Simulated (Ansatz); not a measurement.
VPt$_{2}$:
```yaml
crystal:
  lattice:
    - [-1.34424, 1.87949, 4.12224]
    - [1.34424, -1.87949, 4.12224]
    - [1.34424, 1.87949, -4.12224]
  atoms:
    - { symbol: V, position: [0.00000, 0.00000, 0.00000] }
    - { symbol: Pt, position: [0.66072, 0.66072, 0.00000] }
    - { symbol: Pt, position: [0.33928, 0.33928, 0.00000] }
```

Relaxed with LDA. Special points in fractions of this cell's reciprocal vectors: Γ (0.000, 0.000, 0.000); X (0.500, 0.500, -0.500); F2 (0.277, 0.723, -0.277); Σ0 (-0.277, 0.277, 0.277); Y0 (0.302, -0.302, 0.302); U0 (0.698, 0.302, -0.302); R (0.000, 0.500, 0.000); W (0.250, 0.250, 0.250); S (0.500, 0.000, 0.000); T (0.000, 0.000, 0.500).

**Question.** List the band energies nearest the Fermi level at these points for LDA in the plane-wave PAW code Ansatz.

**Answer.** In eV from the Fermi level; about four levels below and three above (degenerate sets whole), none deeper than 8.9 eV; points with the same levels are listed once.

```json
[
 {"k": "Γ", "below": "-1.90 -1.62 -0.97 -0.85", "above": "0.02 1.04 1.70"},
 {"k": "X", "below": "-1.72 -1.22 -0.89 -0.33", "above": "1.49 1.62 1.73"},
 {"k": "F2", "below": "-2.04 -1.63 -1.12 -0.38", "above": "0.85 0.97 1.04"},
 {"k": "Y0", "below": "-1.29 -1.26 -0.74 -0.55", "above": "0.88 1.08 1.48"},
 {"k": "R", "below": "-4.01 -2.94 -1.85 -1.21", "above": "0.45 0.97 1.05"},
 {"k": "W", "below": "-2.40 -1.75 -0.96 -0.71", "above": "0.59 1.10 2.31"},
 {"k": "S", "below": "-1.26 -1.04 -0.56 -0.34", "above": "1.03 1.34 1.66"},
 {"k": "T", "below": "-2.23 -1.62 -0.21 -0.04", "above": "0.11 0.88 1.32"}
]
```

Space group Immm. The first step of the workflow began from a Materials Project structure, measured or hypothetical; the Crystallography Open Database files this formula in space group No. 71, but the cells were not matched. Whether it is the stable phase at ambient conditions was not checked. The LDA relaxation kept the symmetry of its start; whether a distortion lowers the energy is not shown. No spin polarisation was allowed. Scalar-relativistic: spin–orbit coupling is off unless named, which matters more the heavier the elements.

Potentials: the later of the program's two PAW sets.
